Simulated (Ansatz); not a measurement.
Run on Y$_{3}$N (L12 type): DFT, PBE, PAW with Ansatz's default frozen-core files, scalar-relativistic (Ansatz 0.2.0). This run: cell and atoms relaxed.

The start is a guessed cell of a prototype that needn't be stable.

Command: `ansatz run input.yaml --threads 1 --pin off --max-ram 3072MiB --backend cpu --events-out ev --progress --plain --runs-dir out` It took 22 s on 1 thread of AMD EPYC 7R43 64-Core Processor (Zen 3) (shared host), peak memory 0.46 GiB.

```yaml
crystal:
  lattice:
    - [4.6094638181, 0.0, 0.0]
    - [0.0, 4.6094638181, 0.0]
    - [0.0, 0.0, 4.6094638181]
  atoms:
    - { symbol: "N", position: [0.0, 0.0, 0.0] }
    - { symbol: "Y", position: [0.0, 0.5, 0.5] }
    - { symbol: "Y", position: [0.5, 0.0, 0.5] }
    - { symbol: "Y", position: [0.5, 0.5, 0.0] }
kpoints:
  mp_grid: { grid: [8, 8, 8] }
scf:
  occupations: { method: fermi_dirac, width: 0.05 }
hamiltonian:
  xc: pbe
  pseudopotentials: { kind: paw }
output:
  forces: true
  stress: true
  write_density: true
  write_potential: true
  elf: true
  volumetric_format: npy
relax:
  f_tol: 0.005
  max_steps: 50
  cell: {}
```

Output:

```
Engine: ansatz 0.2.0
Pseudopotentials: kind: paw
Pseudopotential: N, paw, valence charge 5, recommended cutoff 420 eV (normal), N.paw.azcp
Pseudopotential: Y, paw, valence charge 11, recommended cutoff 420 eV (normal), Y.paw.azcp
Functional definition: PBE
  parameter kappa = 0.804
  parameter beta = 0.06672455060314922
  exchange = pbe_x(kappa = kappa, mu = beta*pi^2/3)
  correlation = pbe_c(beta = beta)
Crystal: 4 atoms, lattice volume = 97.938 Å³
Basis set: ecut = 420 eV, 1935 PW (Γ), exchange–correlation on 64×64×64 points (8 copies of the dense FFT grid, shifted against one another)
Bands: 23, of which v1, the nominal top of the filled ones, is band 19 counted from 1 (18 counted from 0)
Symmetry: 48 space group operations
Space group: Pm-3m (ITA 221), of the structure as read, at distance tolerance 4.6e-5 Å
k-points: 35 of 512
Non-local potential: N, projectors of the file, l = 0: 2, l = 1: 2, l = 2: 1
Non-local potential: Y, projectors of the file, l = 0: 3, l = 1: 2, l = 2: 2, l = 3: 1
PAW form: soft (Blöchl's): semilocal exchange-correlation on the pseudo side does not see the compensation charge
PAW one-centre angular grid: N, 110 points (default); XC on 64 Gauss nodes
PAW one-centre angular grid: Y, 590 points (default); XC on 64 Gauss nodes
Initial density: superposition of atomic densities (neutral atoms: chi_scale 0, normalization atom), corrected by the library's trained network
Initial wavefunctions: pseudopotential atomic-orbital guess
Functional: x = pbe(κ = 0.804, μ = 0.2195149727645171), c = pbe(β = 0.06672455060314922)
SCF iter   1: F=—  HF=-11926.825467 eV  |F-HF|=—  |Δ(HF+E_count)|=         —  Δρ=5.70e-3  dr2=4.85e-2  ethr=1.77e-3  ⟨swp⟩=4.8  Hψ=7098  notcnv=0
automatic band count: the SCF goes on with 27 bands, as 23 were too few: the levels above may hold too much charge
preconditioner: auto → Kerker (q_TF=auto, 2.330 Å⁻¹)  [metal: Δε(μ)=0.020 eV  Ē_g=4.963 eV  σ=0.050 eV  W_gap=0.10  n_scr=18 (ndim 8)  ℏωp=14.0 eV  f_vac=0.000  D(μ)=7.50/eV (n_scr^D=80)]
SCF iter   2: F=—  HF=-11926.818774 eV  |F-HF|=—  |Δ(HF+E_count)|=   6.69e-3  Δρ=2.66e-3  dr2=1.18e-2  ethr=1.28e-4  ⟨swp⟩=1.0  Hψ=1226  notcnv=0  defer=1
SCF iter   3: F=—  HF=-11926.816845 eV  |F-HF|=—  |Δ(HF+E_count)|=   1.93e-3  Δρ=6.17e-4  dr2=5.71e-4  ethr=3.10e-5  ⟨swp⟩=2.0  Hψ=1062  notcnv=0  defer=1
SCF iter   4: F=—  HF=-11926.816739 eV  |F-HF|=—  |Δ(HF+E_count)|=   1.05e-4  Δρ=7.79e-5  dr2=6.97e-6  ethr=1.50e-6  ⟨swp⟩=2.1  Hψ=1139  notcnv=0  defer=1
SCF iter   5: F=—  HF=-11926.816717 eV  |F-HF|=—  |Δ(HF+E_count)|=   2.26e-5  Δρ=2.72e-5  dr2=1.01e-6  ethr=1.83e-8  ⟨swp⟩=2.3  Hψ=1474  notcnv=0  defer=1
SCF iter   6: F=-11926.816717 eV  HF=-11926.816717 eV  |F-HF|=3.13e-10  |Δ(HF+E_count)|=   2.15e-8  Δρ=5.98e-6  dr2=3.20e-8  ethr=2.63e-10  ⟨swp⟩=5.7  Hψ=5515  notcnv=0
SCF 1 converged in 6 iterations: F = -11926.816717 eV  dr2 = 3.20e-8
  greatest PAW one-centre occupation: 0.993 electrons in one spin orbital (limit 2), on the Y atom at site 3 (counted from 0), in its partial waves of l = 0
relax step   1: F+E_penalty+E_count = -11926.81671685 eV  Δ(F+E_penalty+E_count) = +0.000e0 eV  max|allowed force component| = 1.765e-29 eV/Å  Δτ_max = 0.0000 Å  P = -4.019 GPa  Ω = 97.938 Å³  (6 SCF iters, dr2 threshold 1.00e-7 eV, accepted)
Crystal: 4 atoms, lattice volume = 85.699 Å³
Basis set: ecut = 420 eV, 1743 PW (Γ), exchange–correlation on 64×64×64 points (8 copies of the dense FFT grid, shifted against one another)
Bands: 27, of which v1, the nominal top of the filled ones, is band 19 counted from 1 (18 counted from 0)
Initial density: handed on by an earlier stage of this run
Initial wavefunctions: those handed on with the density
iter 1 solved again at ethr=2.10e-3 eV; its pass at ethr=3.10e-3 eV (dr2=7.99e-1 eV) is discarded
SCF iter   1: F=—  HF=-11927.100708 eV  |F-HF|=—  |Δ(HF+E_count)|=         —  Δρ=2.00e-2  dr2=7.99e-1  ethr=2.10e-3  ⟨swp⟩=1.0  Hψ=5076  notcnv=0
preconditioner: auto → Kerker (q_TF=auto, 2.382 Å⁻¹)  [metal: Δε(μ)=0.024 eV  Ē_g=5.343 eV  σ=0.050 eV  W_gap=0.12  n_scr=18 (ndim 8)  ℏωp=15.0 eV  f_vac=0.000  D(μ)=5.18/eV (n_scr^D=56)]
SCF iter   2: F=—  HF=-11927.017787 eV  |F-HF|=—  |Δ(HF+E_count)|=   8.29e-2  Δρ=9.25e-3  dr2=2.23e-1  ethr=2.10e-3  ⟨swp⟩=1.4  Hψ=1010  notcnv=0
SCF iter   3: F=—  HF=-11926.979680 eV  |F-HF|=—  |Δ(HF+E_count)|=   3.81e-2  Δρ=1.91e-3  dr2=9.12e-3  ethr=5.88e-4  ⟨swp⟩=1.9  Hψ=1256  notcnv=0  defer=7
SCF iter   4: F=—  HF=-11926.977449 eV  |F-HF|=—  |Δ(HF+E_count)|=   2.23e-3  Δρ=4.29e-4  dr2=1.06e-4  ethr=2.40e-5  ⟨swp⟩=2.3  Hψ=1366  notcnv=0  defer=11
SCF iter   5: F=—  HF=-11926.977551 eV  |F-HF|=—  |Δ(HF+E_count)|=   1.02e-4  Δρ=6.02e-5  dr2=2.24e-6  ethr=2.80e-7  ⟨swp⟩=2.5  Hψ=1530  notcnv=0  defer=11
SCF iter   6: F=-11926.977552 eV  HF=-11926.977552 eV  |F-HF|=2.23e-8  |Δ(HF+E_count)|=   1.20e-6  Δρ=1.03e-5  dr2=8.23e-8  ethr=1.05e-9  ⟨swp⟩=8.0  Hψ=5192  notcnv=0
SCF 2 converged in 6 iterations: F = -11926.977552 eV  dr2 = 8.23e-8
  greatest PAW one-centre occupation: 0.993 electrons in one spin orbital (limit 2), on the Y atom at site 2 (counted from 0), in its partial waves of l = 0
relax step   2: F+E_penalty+E_count = -11926.97755235 eV  Δ(F+E_penalty+E_count) = -1.608e-1 eV  max|allowed force component| = 4.150e-30 eV/Å  Δτ_max = 0.0000 Å  P = +0.616 GPa  Ω = 85.699 Å³  energy of the carried Pulay correction = +7.231e-3 eV  (6 SCF iters, dr2 threshold 4.00e-7 eV, accepted)
Crystal: 4 atoms, lattice volume = 87.147 Å³
iter 1 solved again at ethr=3.18e-5 eV; its pass at ethr=3.10e-3 eV (dr2=1.21e-2 eV) is discarded
SCF iter   1: F=—  HF=-11926.980769 eV  |F-HF|=—  |Δ(HF+E_count)|=         —  Δρ=2.48e-3  dr2=1.25e-2  ethr=3.18e-5  ⟨swp⟩=1.0  Hψ=4507  notcnv=0
preconditioner: auto → Kerker (q_TF=auto, 2.376 Å⁻¹)  [metal: Δε(μ)=0.036 eV  Ē_g=5.452 eV  σ=0.050 eV  W_gap=0.18  n_scr=18 (ndim 8)  ℏωp=14.9 eV  f_vac=0.000  D(μ)=5.94/eV (n_scr^D=80)]
SCF iter   2: F=—  HF=-11926.979442 eV  |F-HF|=—  |Δ(HF+E_count)|=   1.33e-3  Δρ=1.17e-3  dr2=3.64e-3  ethr=3.18e-5  ⟨swp⟩=1.0  Hψ=946  notcnv=0
[... lines left out ...]
iter 7 did not close the SCF: its close was put off for the readings that it lacked (scf_convergence_deferred on its scf_iter line)
SCF iter   7: F=-11926.975278 eV  HF=-11926.975278 eV  |F-HF|=7.28e-12  |Δ(HF+E_count)|=  3.64e-12  Δρ=5.40e-10  dr2=2.01e-16  ethr=1.00e-12  ⟨swp⟩=1.0  Hψ=945  notcnv=0
SCF iter   8: F=-11926.975278 eV  HF=-11926.975278 eV  |F-HF|=1.82e-12  |Δ(HF+E_count)|=  1.82e-12  Δρ=2.16e-10  dr2=2.00e-17  ethr=1.00e-12  ⟨swp⟩=1.7  Hψ=2123  notcnv=0
SCF 7 converged in 8 iterations: F = -11926.975278 eV  dr2 = 2.00e-17
relax step   7: F+E_penalty+E_count = -11926.97527829 eV  Δ(F+E_penalty+E_count) = +1.249e-4 eV  max|allowed force component| = 4.224e-30 eV/Å  Δτ_max = 0.0000 Å  P = -0.000 GPa  Ω = 86.755 Å³  stress off target by 4.05e-4 GPa  SCF on the basis re-selected at this cell (its energy is not comparable with the rows above)  (8 SCF iters)
basis re-selected at this cell: Δ(F+E_penalty+E_count) = +1.249e-4 eV, ΔP = -0.001 GPa vs the last step (what re-selecting the basis moved, of the pressure what is left beyond the Pulay correction that the steps carried, after the strain that the cell walked since its last selection, with what the two solves' SCF thresholds leave and, on support functions, any second-order correction that the steps lacked; it is no measure of the basis error at this ecutwfc). This SCF's stress stands 4.05e-4 GPa from its target on what of the cell is left free (relax.cell.stress_tol is 5.00e-2 GPa) and its largest allowed force component is 4.22e-30 eV/Å (relax.f_tol is 5.00e-3 eV/Å): within both
SCF converged after 8 iterations
Free energy (F): -11926.975278 eV
Harris-Foulkes:  -11926.975278 eV  (|F-HF|=1.82e-12)
Internal energy: -11926.927379 eV  (E = F + TS)
E sigma→0 (E₀):  -11926.951328 eV
Entropy (-TS):   -0.047900 eV (-11.975 meV/atom)
Fermi energy:    11.839308 eV
--- Per-component energies (eV) ---
  E_band       = -258.625843
  E_kinetic    = 1048.412267
  E_local      = -1746.358193  (includes V_loc(G=0)·N_el)
  E_nonlocal   = 199.081699
  E_hartree    = 547.061149
  E_xc         = -581.539196
  E_vxc        = -675.791460  (∫ρ·V_xc dr)
  E_paw        = -8602.681628  (= ΣΔE_a)
  E_vpaw       = -178.092545  (= ΣTr[D̂ρ^β])
  E_aug_tail   = 0.000090  (compensation charges beyond the density's cutoff)
  E_ewald      = -2790.903568
  E_smearing   = -0.047900  (= −TS)
  E_closure    = 0.000000  (closes the sum)
  Σ components = -11926.975278   (vs F -11926.975278, Δ=0.00e0)
--- Forces (eV/Å), atoms counted from 1 ---
  atom   1  N     -0.00000000    -0.00000000     0.00000000
  atom   2  Y     -0.00000000    -0.00000000     0.00000000
  atom   3  Y      0.00000000    -0.00000000    -0.00000000
  atom   4  Y     -0.00000000    -0.00000000     0.00000000
  max |Σ_I F_I| component: 6.91e-30 eV/Å
--- Stress (GPa, compression-positive) ---
       -0.000405      -0.000000       0.000000
       -0.000000      -0.000405       0.000000
        0.000000       0.000000      -0.000405
  P = ⅓ Tr σ = -0.0004 GPa (-0.004 kbar)
--- Band table (eV; the first three rows and the last of 35) ---
  k-point 0: bands = ["-30.7648", "-30.4390", "-30.4390", "-11.3088", "-11.3088", "-11.3088", "-10.5704", "-10.5704", "-10.5704", "-10.0622", "-10.0622", "-10.0622", "-1.1734", "7.9065", "9.8976", "9.8976", "9.8976", "10.5472", "10.5472", "10.6385", "10.8180", "10.8180", "10.8180", "15.5438", "15.5438", "15.5438", "17.7133"]
  k-point 1: bands = ["-30.7540", "-30.4502", "-30.4388", "-11.2830", "-11.2830", "-11.2721", "-10.5808", "-10.5808", "-10.5762", "-10.1192", "-10.0825", "-10.0825", "-1.1445", "8.0317", "9.3313", "9.7421", "9.7421", "10.7316", "10.7446", "10.8774", "11.0958", "11.0958", "11.3018", "15.3422", "15.6487", "15.6487", "17.2122"]
  k-point 2: bands = ["-30.7239", "-30.4810", "-30.4384", "-11.2128", "-11.2128", "-11.1656", "-10.6145", "-10.6145", "-10.5902", "-10.2744", "-10.1311", "-10.1311", "-1.0742", "8.1112", "9.0417", "9.4975", "9.4975", "11.0361", "11.1871", "11.2505", "11.7214", "11.7214", "12.1993", "14.8750", "15.7833", "15.7833", "16.0550"]
  k-point 34: bands = ["-30.5449", "-30.5449", "-30.5449", "-11.6968", "-11.2614", "-11.2614", "-11.2614", "-10.1605", "-10.1605", "-10.1605", "-10.0384", "-10.0384", "-1.0523", "9.4229", "9.4229", "9.4229", "10.1482", "10.1482", "10.1482", "11.9561", "13.3993", "13.3993", "13.3993", "14.2587", "15.1494", "15.1494", "15.1494"]
--- Relaxed structure (5 steps of the walk, 5 accepted, 2 SCFs on fresh bases) ---
  F+E_penalty+E_count = -11926.97527829 eV   max|allowed force component| = 4.224e-30 eV/Å   (the final SCF, on the basis selected at the relaxed cell)
  cell:  # Å, volume = 86.7548 Å³
    - [4.426880924412257, -1.79753461476142e-33, 1.4123486258839729e-33]
    - [-1.9901276092001438e-33, 4.426880924412258, -1.6049416203226962e-35]
    - [1.7975346147614202e-33, -1.6049416203226962e-35, 4.426880924412258]
  atoms:
    - { symbol: N, position: [7.834140343059621e-35, 5.179237226801979e-35, -8.704600381160186e-37] }
    - { symbol: Y, position: [8.704600381162067e-36, 0.5, 0.5] }
    - { symbol: Y, position: [0.5, -7.355387322097337e-35, 0.5] }
    - { symbol: Y, position: [0.5, 0.5, 1.6538740724238794e-35] }
```

Next run, as changes to the input before:

```diff
   lattice:
-    - [4.6094638181, 0.0, 0.0]
-    - [0.0, 4.6094638181, 0.0]
-    - [0.0, 0.0, 4.6094638181]
+    - [4.4268809244, 0.0, 0.0]
+    - [0.0, 4.4268809244, 0.0]
+    - [0.0, 0.0, 4.4268809244]
   atoms:
   stress: true
+  eigenvalues: true
+  populations: true
+  bader: true
+  dos: { projected: true, de: 0.2, e_range: [-14, 8] }
   write_density: true
   volumetric_format: npy
-relax:
-  f_tol: 0.005
-  max_steps: 50
-  cell: {}
```

Results part of the output:

```
SCF 1 converged in 6 iterations: F = -11926.975278 eV  dr2 = 2.20e-8
  greatest PAW one-centre occupation: 0.993 electrons in one spin orbital (limit 2), on the Y atom at site 3 (counted from 0), in its partial waves of l = 0
SCF converged after 6 iterations
Free energy (F): -11926.975278 eV
Harris-Foulkes:  -11926.975278 eV  (|F-HF|=2.21e-9)
Internal energy: -11926.927379 eV  (E = F + TS)
E sigma→0 (E₀):  -11926.951329 eV
Entropy (-TS):   -0.047899 eV (-11.975 meV/atom)
Fermi energy:    11.839287 eV
--- Per-component energies (eV) ---
  E_band       = -258.627187
  E_kinetic    = 1048.413194
  E_local      = -1746.360136  (includes V_loc(G=0)·N_el)
  E_nonlocal   = 199.081972
  E_hartree    = 547.062268
  E_xc         = -581.539395
  E_vxc        = -675.791707  (∫ρ·V_xc dr)
  E_paw        = -8602.681804  (= ΣΔE_a)
  E_vpaw       = -178.092700  (= ΣTr[D̂ρ^β])
  E_aug_tail   = 0.000090  (compensation charges beyond the density's cutoff)
  E_ewald      = -2790.903568
  E_smearing   = -0.047899  (= −TS)
  E_closure    = -0.000000  (closes the sum)
  Σ components = -11926.975278   (vs F -11926.975278, Δ=0.00e0)
--- Forces (eV/Å), atoms counted from 1 ---
  atom   1  N     -0.00000000    -0.00000000     0.00000000
  atom   2  Y      0.00000000     0.00000000     0.00000000
  atom   3  Y     -0.00000000    -0.00000000     0.00000000
  atom   4  Y      0.00000000    -0.00000000     0.00000000
  max |Σ_I F_I| component: 2.02e-29 eV/Å
--- Stress (GPa, compression-positive) ---
       -0.000506      -0.000000       0.000000
       -0.000000      -0.000506       0.000000
        0.000000       0.000000      -0.000506
  P = ⅓ Tr σ = -0.0005 GPa (-0.005 kbar)
--- Band table (eV; the first three rows and the last of 35) ---
  k-point 0: bands = ["-30.7649", "-30.4391", "-30.4391", "-11.3088", "-11.3088", "-11.3088", "-10.5704", "-10.5704", "-10.5704", "-10.0622", "-10.0622", "-10.0622", "-1.1734", "7.9064", "9.8975", "9.8975", "9.8975", "10.5472", "10.5472", "10.6385", "10.8180", "10.8180", "10.8180", "15.5438", "15.5438", "15.5438", "17.7133"]
  k-point 1: bands = ["-30.7541", "-30.4502", "-30.4389", "-11.2831", "-11.2831", "-11.2722", "-10.5808", "-10.5808", "-10.5762", "-10.1192", "-10.0826", "-10.0826", "-1.1445", "8.0316", "9.3312", "9.7421", "9.7421", "10.7316", "10.7446", "10.8774", "11.0958", "11.0958", "11.3018", "15.3422", "15.6487", "15.6487", "17.2121"]
  k-point 2: bands = ["-30.7239", "-30.4811", "-30.4384", "-11.2128", "-11.2128", "-11.1656", "-10.6146", "-10.6146", "-10.5903", "-10.2744", "-10.1311", "-10.1311", "-1.0743", "8.1111", "9.0416", "9.4975", "9.4975", "11.0361", "11.1871", "11.2505", "11.7214", "11.7214", "12.1993", "14.8750", "15.7833", "15.7833", "16.0549"]
  k-point 34: bands = ["-30.5450", "-30.5450", "-30.5450", "-11.6968", "-11.2614", "-11.2614", "-11.2614", "-10.1605", "-10.1605", "-10.1605", "-10.0384", "-10.0384", "-1.0523", "9.4229", "9.4229", "9.4229", "10.1481", "10.1481", "10.1481", "11.9561", "13.3993", "13.3993", "13.3993", "14.2586", "15.1494", "15.1494", "15.1494"]
--- Löwdin populations: 4 sites ---
  site symbol       q [e]
     0      N      5.7086
     1      Y     10.7266
     2      Y     10.7266
     3      Y     10.7266
  spilling = 0.002935 (of n_electrons = 38.000000)
--- Bader charges: 4 sites ---
  site symbol  charge [e]  shift [e]
     0      N     -1.7101     0.0000
     1      Y      0.5700     0.0000
     2      Y      0.5700     0.0000
     3      Y      0.5700     0.0000
  estimated error of the sums over rays = 1.5e-4 e
```
